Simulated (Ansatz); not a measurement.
Values for one crystal, relaxed and computed with PBE in the plane-wave PAW code Ansatz; other levels are named.

| Quantity | Result |
|---|---|
| Volume per atom | 5.97 Å³ |
| Band gap | 5.22 eV (indirect) |
| Bulk modulus (Birch–Murnaghan fit) | 370 GPa |
| Valence-band maximum | at Γ |
| Electron effective mass | 0.31, 0.51, 0.51 mₑ (principal values) |
| Formation energy from the elements (no fitted shifts) | -1.15 eV/atom |
| Conduction-band minimum | at K (2 equivalent valleys) |

Which compound is it?
A. Si3N4, P6_3/m (Si on 6h, N on 2d, N on 6h)
B. BN, wurtzite
C. SnC, wurtzite
D. TaNO, P2_1 (Pearson symbol mP12)

B, BN, wurtzite

Space group P6_3mc (wurtzite). The PBE relaxation kept the symmetry of its start. The references are the lowest solids computed at this level, not always the standard phases (solids in place of the gases).

Potentials: the earlier of the program's two PAW sets.
